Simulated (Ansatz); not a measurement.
A geometry of CsAu away from equilibrium: the start of the relaxation of a relaxed CsAu cell, doubled along one cell vector, shaken by Gaussian noise of σ = 0.08 Å a coordinate. These are r2SCAN (plane waves to 500 eV, PAW, scalar-relativistic; Ansatz, a first-principles code) values and carry that method's errors. Γ-centred k-mesh 4×8×8 on the run's cell (coarser than for final values), Fermi–Dirac smearing 0.05 eV.

```xyz
4
Lattice="8.5491 0.0000 0.0000 0.0000 4.2745 0.0000 0.0000 0.0000 4.2745" Properties=species:S:1:pos:R:3:forces:R:3 pbc="T T T" free_energy=-37700.280 pressure_GPa=0.1
Cs     0.0296    -0.0285    -0.0936    0.0835   -0.0024    0.0578
Cs     4.3865    -0.0719     0.0659   -0.1365    0.0424   -0.0923
Au     2.2835     2.1337     2.1505   -0.0817   -0.0462   -0.0141
Au     6.3704     2.0784     2.0983    0.1348    0.0062    0.0487
```

Positions in Å, forces in eV/Å, free energy of the cell in eV (comparable only within this code, potentials and settings). Largest force: 0.17 eV/Å, on Cs2 (atoms numbered as listed); the geometry lies 0.01 eV/atom above the end of its relaxation.

No spin polarisation in the result.

The cell that was disturbed is our relaxation of an entry of Materials Project.
